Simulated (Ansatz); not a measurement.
**NiO₂: stationary points along a deformation path**

The calculation used Ansatz 0.2.0, DFT r2SCAN, scalar-relativistic, plane waves, PAW. The runs took a 500 eV cutoff, a Γ-centred 12×12×8 mesh and Gaussian smearing (0.05 eV). No spin polarisation. A magnetic state may lie lower. Energies are free energies at this smearing, counted from the undisturbed cell; pressure is positive in compression.

Reference structure (relaxed at this level; it needn't be the usual structure):

```yaml
crystal:
  lattice:
    - [2.77624, 0.00000, 0.00000]
    - [-1.38812, 2.40429, 0.00000]
    - [0.00000, 0.00000, 4.60700]
  atoms:
    - { symbol: Ni, position: [0.00000, 0.00000, 0.50000] }
    - { symbol: O, position: [0.66667, 0.33333, 0.70390] }
    - { symbol: O, position: [0.33333, 0.66667, 0.29610] }
```

The cell holds layers and no dispersion correction was added, so their binding is poorly described.

At fixed volume and fractional coordinates, lengths along (0.000, 0.000, 1.000) are scaled against those across it; ρ is that ratio over its starting value. V = 10.250 Å³/atom. Δσ is the stress along the axis less the mean stress across it (compression positive).

```csv
ρ,ΔE (meV/atom),Δσ (GPa),space group
0.850,86.6,23.68,P-3m1
0.920,23.9,13.12,P-3m1
0.960,5.9,6.67,P-3m1
1.000,0.0,-0.01,P-3m1
1.100,34.2,-17.19,P-3m1
1.200,129.6,-34.40,P-3m1
```

Task: How does the stress give the slope of the energy, and where is the energy stationary?

Result: Along the path d ln(length) is 2/3 d ln ρ on the axis and −1/3 d ln ρ across it, so dE/d ln ρ = −(2/3) V Δσ: the energy falls with ρ where Δσ is positive. Δσ vanishes or changes sign at ρ = 1.000 (P-3m1), a minimum at 0.0 meV/atom. Pairs of stationary points between two samples would go unseen, and could change a minimum read from distant neighbours into a maximum.

Task: Integrate that slope from ρ = 1 to 0.850 by the trapezoid rule.

Result: With V/N in Å³ and 1 eV/Å³ = 160.2 GPa the slopes at ρ = 1.000, 0.960, 0.920, 0.850 are 0, -284, -560, -1010 meV/atom per unit of ln ρ. The steps add 5.8 + 18.0 + 62.1 = 85.9 meV/atom, against 86.6 from the energies; the trapezoid rule misses the curvature of the slope within each step.

Forces appear on the atoms along this scan, and letting them relax would lower the energy and soften the response.

Cost: 6 runs of about 2.5 core-minutes in all, on AMD EPYC (Zen 3) (shared hosts).